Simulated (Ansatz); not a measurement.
Relaxed candidate structures of BeTe:

A. P4₂/mmc (No. 131), tP4; a = 3.8001 Å, b = 3.8001 Å, c = 6.8799 Å, α = 90.00°, β = 90.00°, γ = 90.00°; Be 2c (0.000, 0.500, 0.000); Te 2e (0.000, 0.000, 0.250)

B. Pnma (No. 62), oP8; a = 6.820 Å, b = 4.046 Å, c = 6.979 Å, α = β = γ = 90.00°; Be 4c (0.137, 0.250, 0.097); Te 4c (0.272, 0.250, 0.421)

C. P4/nmm, origin choice 1 (No. 129), tP4; a = b = 5.0326 Å, c = 4.7249 Å, α = β = γ = 90.00°; Be 2c (0.000, 0.500, 0.062); Te 2a (0.000, 0.000, 0.000)

D. F-43m (No. 216), cF8, zinc blende type; a = b = c = 5.6571 Å, α = β = γ = 90.00°; Be 4c (0.250, 0.250, 0.250); Te 4b (0.500, 0.500, 0.500)

Question: Rank these by energy per atom (lowest first), as r2SCAN (plane waves to 500 eV, PAW, scalar-relativistic; Ansatz, a first-principles code) gives it.

Answer: D (reference), B (+0.133 eV/atom), A (+0.76 eV/atom), C (+0.84 eV/atom)

Question: Give each candidate's band gap.

Answer: No gap: A, C. B: 2.39 eV (no spin-orbit coupling); D: 2.38 eV (no spin-orbit coupling).

Probably no minimum, since a slightly shaken restart fell lower: P4₂/mmc, tP4 (by 0.44 eV/atom, to P2); P4/nmm, tP4 (by 0.72 eV/atom, to P4/nmm).  5 generated cells of layers, chains or molecules, poorly bound without dispersion, are left out. Each run could gain symmetry but not lose that of its start, so entries can be saddle points. From databases, or of a type measured for this composition: F-43m, cF8, zinc blende type; the others are generated cells (placed on structure types, drawn at random, substituted or restacked) that were not matched to a known phase here. Energies are at zero temperature and pressure, without zero-point motion. No spin polarisation in the result. No dispersion correction is included, so spacings between layers, chains or molecules are soft and tend to come out too large. Spin-orbit coupling is missing; with elements this heavy it can move band edges by tenths of an eV or more.
